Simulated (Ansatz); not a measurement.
Property card for CuPd

CuPd:
```xyz
2
Lattice="1.4062 -2.2103 0.0000 1.4062 2.2103 0.0000 0.0000 0.0000 4.2585" Properties=species:S:1:pos:R:3 pbc="T T T"
Cu     0.0000     0.0000     0.0000
Pd     1.4062     0.0000     2.1293
```

Space group Cmmm (No. 65); conventional cell a = 2.8124 Å, b = 4.4206 Å, c = 4.2585 Å, α = 90.00°, β = 90.00°, γ = 90.00°.

Method: plane-wave PAW PBEsol (Ansatz code). The cell and atoms are relaxed at this level. Other levels are named where they apply.

Cell and energy:

```
Item                                                            Value
-----------------------------------------------------  --------------
Volume per atom                                              13.24 Å³
Density                                                   10.66 g/cm³
Formation energy from the elements (no fitted shifts)  -0.018 eV/atom
```

Electronic structure:

```
Property                                                                     Value
------------------------------------  --------------------------------------------
Electronic character                                             metallic (no gap)
Density of states at the Fermi level  0.44 states/eV per atom (mean over ±0.08 eV)
Gap with spin–orbit coupling                                       none (metallic)
```

Mechanics:

```
Quantity                                                                                                                             Result
-------------------------------------  ----------------------------------------------------------------------------------------------------
Bulk modulus (Birch–Murnaghan fit)                                                                                                  179 GPa
Pressure derivative B′                                                                                                                  5.2
Elastic constants (relaxed ions, GPa)  C11 = 211, C22 = 316, C33 = 314, C12 = 165, C13 = 181, C23 = 47.2, C44 = -24.9, C55 = 115, C66 = 115
Mechanical stability                                                                                 unstable (C has a negative eigenvalue)
```

Phonons:

```
Item                                                     Value
-----------------------------  -------------------------------
Highest zone-centre frequency                         249 cm⁻¹
Zone-centre stability          unstable, softest mode 64i cm⁻¹
```

The first step of the workflow began from a Materials Project structure, measured or hypothetical; the Crystallography Open Database copy checked does not list it. COD files the formula under space group No. 221. With Cu and Pd taken as one species the cell has the higher symmetry I4/mmm, so it may be an ordered model of a mixed-site phase. Whether it is the stable phase at ambient conditions was not checked. The cell was relaxed with PBEsol under the symmetry of its start. The run is not spin-polarised. As this level gives no gap, shear constants depend on the k-mesh and smearing (Fermi–Dirac, 0.1 eV here). As this level gives no gap, phonon frequencies hold no LO–TO term and depend on the k-mesh and smearing (Fermi–Dirac, 0.1 eV here). Axis ratios of metals converge slowly with the k-mesh, so a and c are less sure than the volume. On the denser mesh and wider smearing of the elastic run this cell carries a stress of 0.4 GPa. The references are the lowest solids computed at this level, not always the standard phases. Spin–orbit coupling is left out wherever it is not named.

Potentials: the later of the program's two PAW sets.
